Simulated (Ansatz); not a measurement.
Molecular dynamics on a 1×1×1 supercell (4 atoms) of Sn₃C (ordering on diamond), relaxed with r2SCAN. Forces come from r2SCAN in Ansatz 0.2.0: Langevin thermostat and barostat (NPT), 1300 K, steps of 2 fs. Computed, non-magnetic; the trajectory is short and the cell small, so nothing here is a converged average. The structure comes from a prototype and may be hypothetical.

```yaml
crystal:
  lattice:
    - [1.9889269009, 1.1483074816, 7.226163139]
    - [-1.9889269009, 1.1483074816, 7.226163139]
    - [0.0, -2.2966149632, 7.226163139]
  atoms:
    - { symbol: C, position: [0.9993786088, -0.0006213912, -0.0006213912] }
    - { symbol: Sn, position: [0.4934145481, 0.4934145481, 0.4934145481] }
    - { symbol: Sn, position: [0.3594778857, 0.3594778857, 0.3594778857] }
    - { symbol: Sn, position: [0.8977289575, 0.8977289575, 0.8977289575] }
kpoints:
  mp_grid: { grid: [4, 4, 4] }
hamiltonian:
  xc: r2scan
scf:
  occupations: { method: fermi_dirac, width: 0.112 }
md:
  ensemble: npt_langevin
  temperature: 1300
  timestep: 2.0
  n_steps: 30
  initial_velocities: maxwell_boltzmann
  seed: 7386
```

Command: `ansatz run input.yaml --threads 4 --pin off --max-ram 3686MiB --backend cpu --events-out ev --progress --plain --runs-dir out`. Wall time 4 min on 4 threads of Arm Neoverse V1, with other jobs on the host, load about 1.1 per core; peak host memory 0.72 GiB.

Q: How do temperature and energy develop?

A: The temperature starts at 975 K, is lowest at step 15 (803 K, 30 fs) and ends at 1584 K. The first value is 3/4 of the setting, since velocities are drawn without the motion of the centre of mass and T is counted over all atoms.
```csv
step,t (fs),T (K),free energy F from step 0 (meV/atom),kinetic energy (meV/atom),pressure (GPa),volume (Å³/atom),largest force (eV/Å)
0,0,975,0.0,126.0,0.80,24.76,0.19
1,2,1021,0.8,132.0,0.95,24.76,0.27
2,4,997,2.4,128.8,1.03,24.77,0.40
3,6,995,4.7,128.6,1.08,24.78,0.55
4,8,1169,8.0,151.1,1.28,24.79,0.72
5,10,1091,12.4,141.0,1.35,24.80,0.90
6,12,1174,17.8,151.7,1.47,24.83,1.10
7,14,1001,24.1,129.4,1.44,24.87,1.29
8,16,900,30.7,116.4,1.42,24.91,1.47
9,18,814,37.2,105.2,1.42,24.95,1.62
10,20,820,42.8,105.9,1.43,24.99,1.75
11,22,852,48.2,110.1,1.39,25.04,1.88
12,24,810,54.2,104.7,1.34,25.08,2.02
13,26,967,61.5,125.0,1.44,25.10,2.18
14,28,836,68.4,108.0,1.34,25.14,2.34
15,30,803,73.6,103.7,1.19,25.21,2.45
16,32,890,78.6,115.1,1.08,25.27,2.53
17,34,1000,83.0,129.3,0.96,25.34,2.58
18,36,1212,86.0,156.6,0.84,25.43,2.59
19,38,1055,88.5,136.3,0.50,25.52,2.57
20,40,1048,91.5,135.5,0.26,25.61,2.55
21,42,1101,95.3,142.3,0.06,25.70,2.54
22,44,953,99.7,123.2,-0.25,25.79,2.53
23,46,1030,103.5,133.2,-0.47,25.87,2.51
24,48,971,105.6,125.5,-0.80,25.96,2.45
25,50,890,107.2,115.0,-1.14,26.05,2.37
26,52,1004,108.3,129.8,-1.44,26.16,2.26
27,54,1042,107.8,134.7,-1.85,26.29,2.11
28,56,1039,106.2,134.3,-2.26,26.42,1.95
29,58,1292,104.6,167.0,-2.48,26.53,1.81
30,60,1584,103.5,204.7,-2.68,26.63,1.67
```

Positions (Å) and forces (eV/Å) at step 30:
```
cell (Å): 2.038 1.177 7.404; -2.038 1.177 7.404; 0.000 -2.353 7.404
C    1.595   1.353   7.414     0.752  -0.263  -0.456
Sn   0.203  -0.219  10.967    -1.170   1.011  -0.629
Sn  -0.295   0.099   7.974    -0.401   0.175   0.063
Sn   0.052   0.048  19.992     0.818  -0.924   1.021
```
